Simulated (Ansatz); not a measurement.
Mg:
```cif
data_Mg7
_chemical_formula_sum 'Mg7'
_space_group_name_H-M_alt 'P 1'
_space_group_IT_number 1
_cell_length_a 5.75302
_cell_length_b 5.75302
_cell_length_c 5.69824
_cell_angle_alpha 90.000
_cell_angle_beta 90.000
_cell_angle_gamma 120.000
loop_
_space_group_symop_operation_xyz
  'x, y, z'
loop_
_atom_site_label
_atom_site_type_symbol
_atom_site_fract_x
_atom_site_fract_y
_atom_site_fract_z
_atom_site_occupancy
Mg1 Mg 0.00000 0.00000 0.25379 1
Mg2 Mg 0.00000 0.00000 0.74621 1
Mg3 Mg 0.33333 0.66667 0.50000 1
Mg4 Mg 0.66667 0.33333 0.50000 1
Mg5 Mg 0.00000 0.50000 0.00000 1
Mg6 Mg 0.50000 0.00000 0.00000 1
Mg7 Mg 0.50000 0.50000 0.00000 1
```

Relaxed with r²SCAN.

Tabulate the valence density and the electron localisation function along the shortest Mg–Mg contact (2.81 Å), r²SCAN in the plane-wave PAW code Ansatz.



```tsv
distance from Mg (Å)	density (e/Å³)	ELF
0.28	17.73	0.21
0.42	8.42	0.34
0.56	2.56	0.35
0.70	0.50	0.18
0.84	0.19	0.06
0.98	0.14	0.08
1.12	0.12	0.27
1.26	0.12	0.57
1.40	0.12	0.67
1.54	0.12	0.57
1.68	0.12	0.27
1.82	0.14	0.08
1.96	0.19	0.06
2.10	0.50	0.18
2.24	2.56	0.35
2.39	8.42	0.34
2.53	17.73	0.21
```

The density is the valence pseudo-density with augmentation charge, so density and ELF within about 1 Å of a nucleus are not all-electron values.

Space group P6/mmm. The start of the workflow was typed in or built on a structure type; the Crystallography Open Database copy checked does not list it. It is not the phase usual at ambient conditions (space group No. 194). Symmetry was held in the r²SCAN relaxation; its stability against distortions is not shown here.

Potentials: the earlier of the program's two PAW sets.
